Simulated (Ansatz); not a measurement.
A geometry of PtSe₂ away from equilibrium: step 2 of the relaxation of a generated trial cell of PtSe2 in the AFLOW prototype A2B_oC12_36_2a_a (C24, as in HgBr2). Calculation: r2SCAN (plane waves to 500 eV, PAW, scalar-relativistic; Ansatz, a quantum-chemistry and plane-wave program). Γ-centred k-mesh 7×7×2 on the run's cell (coarser than for final values), Fermi–Dirac smearing 0.05 eV.

```yaml
crystal:
  lattice:
    - [1.99056, -2.97662, 0.00000]
    - [1.99056, 2.97662, 0.00000]
    - [0.00000, 0.00000, 10.84385]
  atoms:
    - { symbol: Se, position: [0.67574, 0.32426, 0.49229] }
    - { symbol: Se, position: [0.32426, 0.67574, 0.99229] }
    - { symbol: Se, position: [0.94457, 0.05543, 0.65168] }
    - { symbol: Se, position: [0.05543, 0.94457, 0.15168] }
    - { symbol: Pt, position: [0.62530, 0.37470, 0.85603] }
    - { symbol: Pt, position: [0.37470, 0.62530, 0.35603] }
```

### Question
Which atoms carry the largest force, and which way does it point?

### Answer
3.44 eV/Å, on Se3, Se4 (atoms numbered as listed); on Se4 its components are (0.00, 1.18, 3.23).

### Question
What is the pressure?

### Answer
-1.4 GPa, compression positive.

### Question
How far above the relaxed end point is this geometry?

### Answer
0.95 eV/atom; the path ends in P6₃mc (No. 186).

No spin polarisation in the result. Without a van der Waals term the distances between weakly bound units are poorly fixed.

The run could not lose the symmetry of its start; a randomly shaken copy of 12 atoms returns to this structure.

The end of the path is a generated cell of PtSe2: the first start was made by placing the elements on the sites of a structure type, and the end was not matched to a known phase here, so it may be hypothetical. Known forms of PtSe2 include space group No. 164.
